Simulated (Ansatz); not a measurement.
TaN (rock salt, Fm-3m), a = 4.3484 Å, b = 4.3484 Å, c = 4.3484 Å, α = 90.00°, β = 90.00°, γ = 90.00°; the cell used has 2 atoms.

Relaxed with LDA.

### Question
Decompose the optical modes at the zone centre into irreducible representations, and say which are infrared and Raman allowed.

### Answer
Point group m-3m: Γ_opt = T1u. Infrared: T1u. Raman: none.

### Question
Assign frequencies (DFPT, the program Ansatz at the LDA level (PAW)).

### Answer
T1u 423 cm⁻¹.

Symmetry was held in the LDA relaxation; of distortions, only those at the zone centre were tested. The run is not spin-polarised. As this level gives no gap, phonon frequencies hold no LO–TO term and depend on the k-mesh and smearing (Fermi–Dirac, 0.1 eV here). Scalar-relativistic: spin–orbit coupling is off unless named, which matters more the heavier the elements.

Potentials: the later of the program's two PAW sets.
